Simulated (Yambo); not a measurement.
Absorption of NaRhS2O8 (space group C2/m, No. 12) with and without the electron-hole interaction (Yambo, LDA bands; 4×4×2 mesh, 21 valence and 10 conduction bands, static screening with 98 bands and a 3 Ry block, scissor 2.26 eV, Tamm-Dancoff; field along x). Axes are Cartesian, with cell vectors (Å) (3.99, -2.62, 0.00), (3.99, 2.62, 0.00), (-0.36, 0.00, 7.21).

```
E (eV)  Im ε, BSE  Im ε, independent quasiparticles
------  ---------  --------------------------------
0.40         0.03                              0.02
0.50         0.03                              0.02
0.60         0.03                              0.02
0.70         0.03                              0.02
0.80         0.03                              0.02
0.90         0.04                              0.02
1.00         0.04                              0.02
1.10         0.04                              0.02
1.21         0.04                              0.02
1.31         0.05                              0.02
1.41         0.05                              0.02
1.51         0.05                              0.03
1.61         0.06                              0.03
1.71         0.06                              0.03
1.81         0.07                              0.03
1.91         0.07                              0.03
2.01         0.08                              0.03
2.11         0.09                              0.03
2.21         0.09                              0.04
2.31         0.11                              0.04
2.41         0.12                              0.04
2.51         0.14                              0.04
2.61         0.16                              0.05
2.71         0.20                              0.05
2.81         0.25                              0.06
2.91         0.34                              0.06
3.01         0.49                              0.07
3.11         0.74                              0.07
3.21         0.99                              0.08
3.31         1.09                              0.09
3.41         1.15                              0.11
3.52         1.35                              0.12
3.62         1.66                              0.15
3.72         1.80                              0.19
3.82         1.73                              0.26
3.92         1.79                              0.37
4.02         2.06                              0.45
4.12         2.86                              0.58
4.22         3.82                              0.77
4.32         4.12                              0.91
4.42         4.39                              0.99
4.52         4.26                              1.12
4.62         4.22                              1.28
4.72         3.28                              1.08
4.82         2.15                              0.92
4.92         1.60                              0.96
5.02         1.42                              1.04
5.12         1.40                              1.24
5.22         1.44                              1.39
5.32         1.53                              1.74
5.42         1.66                              2.48
5.52         1.81                              3.33
5.62         2.14                              3.61
5.72         2.94                              3.53
5.83         3.67                              3.53
5.93         3.31                              3.31
6.03         2.64                              2.91
6.13         2.42                              2.44
6.23         2.68                              1.94
6.33         2.82                              1.56
6.43         2.46                              1.28
6.53         2.21                              1.19
6.63         2.31                              1.22
6.73         2.44                              1.28
6.83         2.39                              1.58
6.93         2.17                              2.15
7.03         1.83                              2.68
7.13         1.46                              2.71
7.23         1.19                              2.31
7.33         0.96                              2.09
```

The scissor comes from a G0W0 run whose convergence isn't established. Broadening 0.15 eV. The band window holds all transitions up to 10.6 eV. Fine structure above the onset can come from the mesh.

Spin-orbit splittings are left out.

Geometry of the Materials Project entry, not relaxed at this level; primitive cell a = b = 4.7686 Å, c = 7.2179 Å, α = β = 92.37°, γ = 66.57°.

The structure is a Materials Project entry; no match was found in the copy of COD used, and its stability was not checked.
